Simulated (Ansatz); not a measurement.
## SrCo₃ (AuCu3-type structure)

Level of theory: DFT, PBE, scalar-relativistic, collinear spin; plane waves to 420 eV with PAW datasets (Ansatz 0.2.0), Γ-centred 8×8×8 mesh, 0.05 eV Gaussian smearing; PAW files: Ansatz's generated set soft_2.

```
Sr Co
1.0
     4.00683    0.00000    0.00000
     0.00000    4.00683    0.00000
     0.00000    0.00000    4.00683
Sr Co
1 3
Direct
  0.00000 0.00000 0.00000
  0.00000 0.50000 0.50000
  0.50000 0.50000 0.00000
  0.50000 0.00000 0.50000
```

The start was a prototype's sites filled with these elements, not a measured cell.

The geometry is fixed. Moments are started on Co in several ways. Signs follow the order of those atoms. q is the propagation vector of an order in a doubled cell, in units of this cell's reciprocal vectors; doubled cells take an equivalent mesh or are counted from a ferromagnetic run in the same cell, unless said otherwise. Energies count from the first row, the state in which the cell was relaxed.

The starts:
- ferromagnetic
- no spin polarisation
- ferrimagnetic in the cell, signs ++-
- antiparallel, q = (0, 0, 1/2), signs +++---
- antiparallel, q = (0, 1/2, 1/2), signs +++---
- antiparallel, q = (1/2, 1/2, 1/2), signs +++---
- small parallel moments

(1) Which start ends lowest, and how far above it lies the solution without spin polarisation?

Answer:

(1) Lowest, alike within 0.5 meV/atom: ferromagnetic; ferrimagnetic in the cell, signs ++- (which ended parallel); small parallel moments (which grew into the full parallel moments). Without spin polarisation the energy is 178 meV/atom higher.

```csv
start,largest typed moment (μB),ΔE (meV/atom),gap on the mesh (eV),P (GPa),final spin moments (μB)
ferromagnetic,1.66,0.0,metal,0.0,Sr -0.10; Co 1.52
no spin polarisation,0.00,178.4,metal,-4.4,none
"ferrimagnetic in the cell, signs ++-",1.50,0.0,metal,0.0,Sr -0.10; Co 1.52
"antiparallel, q = (0, 0, 1/2), signs +++---",1.50,60.8,metal,0.0,"Co 1.50, 1.34, -1.50, -1.34"
"antiparallel, q = (0, 1/2, 1/2), signs +++---",1.50,96.0,metal,-0.1,"Co 1.44, 1.36, -1.44, -1.36"
"antiparallel, q = (1/2, 1/2, 1/2), signs +++---",1.50,106.2,metal,0.4,"Co 1.46, -1.46"
small parallel moments,0.50,0.0,metal,0.0,Sr -0.10; Co 1.52
```

These starts lost their opposed signs and ended with parallel moments: ferrimagnetic in the cell, signs ++-.

The program noted a lower state or an instability beside: antiparallel, q = (0, 0, 1/2), signs +++---; antiparallel, q = (0, 1/2, 1/2), signs +++---; antiparallel, q = (1/2, 1/2, 1/2), signs +++---. The lower rows of the table may be what it saw.

The atoms aren't at rest in: antiparallel, q = (0, 0, 1/2), signs +++--- (forces up to 0.59 eV/Å); antiparallel, q = (0, 1/2, 1/2), signs +++--- (forces up to 0.50 eV/Å), so relaxing would lower these rows.

The cell was relaxed in the state of the first row, and its shape doesn't suit: antiparallel, q = (0, 0, 1/2), signs +++--- (uneven stress of 2.0 GPa); antiparallel, q = (0, 1/2, 1/2), signs +++--- (uneven stress of 1.9 GPa); antiparallel, q = (1/2, 1/2, 1/2), signs +++--- (uneven stress of 1.7 GPa).

Without spin polarisation the pressure is 4.4 GPa lower than in the lowest state, so the magnetic solution wants the larger cell.

Only orders that fit these small cells were tried, so the real crystal's order may be another.

Site moments are of spin, integrated over atomic spheres. A displaced or strained copy of the relaxed cell lay 1.7 meV/atom lower, so the structure isn't a true minimum at this level, unless the mesh, which matters in a metal, makes it so.

A lower state of the open shells can't be excluded.
